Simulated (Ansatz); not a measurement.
Calculated quadrupolar parameters for Cs₃CdBr₅

The cell is a structure deposited in the COD whose atoms were relaxed with PBE, the cell held.

Space group I4/mcm (No. 140); a = 9.5630, c = 15.8619 Å.

| site | Wyckoff | site symmetry | x | y | z |
| --- | --- | --- | --- | --- | --- |
| Cs1 | 4a | 422 | 0.0000 | 0.0000 | 0.2500 |
| Cs3 | 8h | m.2m | 0.1561 | 0.6561 | 0.0000 |
| Cd | 4b | -42m | 0.5000 | 0.0000 | 0.2500 |
| Br9 | 4c | 4/m.. | 0.0000 | 0.0000 | 0.0000 |
| Br11 | 16l | ..m | 0.1534 | 0.6534 | 0.3494 |

One atom of each set is listed; the run and its k-mesh use a cell of 18 atoms with edges of 10.42, 10.42, 10.42 Å.

Level of theory: DFT, PBE, plane waves and PAW, scalar-relativistic, 420 eV cutoff, Γ-centred 4×4×4 k-points, Fermi–Dirac smearing 0.02 eV (Ansatz 0.2.0).

Conventions: |V_zz| ≥ |V_yy| ≥ |V_xx|, η = (V_xx − V_yy)/V_zz, C_Q = eQV_zz/h.

Cs-133: I = 7/2, Q = -3.430 mb; 81Br: I = 3/2, Q = 257.9 mb. Q values from Pyykkö, Mol. Phys. 116, 1328 (2018).

```csv
site,atoms,first shell,V_zz (10²¹ V/m²),η,C_Q (MHz)
Cs1,2,10 Br at 3.95–3.97 Å,-2.13,0.00,0.177
Cs3,4,8 Br at 3.51–3.80 Å; also 1 Cs at 4.22 Å,-6.35,0.17,0.527
Cd,2,4 Br at 2.61 Å,-1.65,0.00,–
Br9,2,6 Cs at 3.61–3.97 Å,0.62,0.00,3.84
Br11,8,1 Cd at 2.61 Å,23.4,0.00,146
```

An axis of threefold or higher order runs through Cs1, Cd and Br9, so V_zz lies along it and η is zero. At Br11 V_zz points along its bond to Cd (within 1°).

Cd has no stable isotope with a ground-state quadrupole moment in the table, so no C_Q is given.

Without spin–orbit coupling (the program notes it for Cd and Cs) the gradients are little affected as a rule: paired runs on crystals with a gap mostly move them by under 2 % at such atoms.

The relaxation (3 steps) took 2.4 min of wall time (4.7 min of CPU time) and 1.8 GiB at its peak, on 2 threads of Intel Xeon Processor @ 2.50GHz (Skylake/Cascade Lake) (x86_64; 62 cores open to the job, memory cap 5.0 GiB, no GPU), a shared host with a load of 0.8 a core.
